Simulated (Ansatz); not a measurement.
Starting cell, ZnO (wurtzite):

```
ZnO
1.0
    3.23518     0.00000     0.00000
   -1.61759     2.80175     0.00000
    0.00000     0.00000     5.21141
Zn O
2 2
Direct
  0.66667   0.33333   0.00241
  0.33333   0.66667   0.50241
  0.66667   0.33333   0.62279
  0.33333   0.66667   0.12279
```

In this cell atom 4 (O, nearest neighbour Zn at 1.970 Å; its periodic images, 3.2 Å or more away, move with it) is moved by s along Cartesian x, unit vector (1.000, 0.000, 0.000); all other atoms and the cell stay fixed.

Level of theory: r2SCAN (plane waves to 500 eV, PAW, scalar-relativistic; Ansatz, a program for electronic structure). k mesh 9×9×5 (Γ-centred), Fermi-Dirac smearing 0.05 eV. Compression counts positive. F∥ is the force on the atom along that direction. F⊥ is the part of the force across the line. ZnO was relaxed with its symmetry unable to fall. 

| s (Å) | F∥ (eV/Å) | |F⊥| (eV/Å) | P (GPa) |
|---|---|---|---|
| -0.200 | 1.870 | (withheld) | (withheld) |
| -0.160 | 1.442 | 0.563 | 1.16 |
| -0.120 | 1.051 | 0.314 | 0.65 |
| -0.080 | 0.686 | (withheld) | 0.29 |
| -0.040 | 0.338 | 0.034 | 0.07 |
| 0.000 | 0.000 | 0.000 | 0.00 |
| 0.040 | -0.338 | 0.034 | 0.07 |
| 0.080 | -0.686 | (withheld) | 0.29 |
| 0.120 | -1.051 | 0.314 | 0.65 |
| 0.160 | -1.442 | 0.563 | 1.16 |
| 0.200 | -1.870 | (withheld) | (withheld) |

**Question.** What belongs in the gaps?

**Answer.** 
- -0.200, |F⊥| (eV/Å): 0.891
- -0.200, P (GPa): 1.83
- -0.080, |F⊥| (eV/Å): 0.139
- 0.080, |F⊥| (eV/Å): 0.139
- 0.200, |F⊥| (eV/Å): 0.891
- 0.200, P (GPa): 1.83

(For displaced atoms, the force is minus the slope of the energy, and its curvature is a force constant, which sets phonon frequencies.)
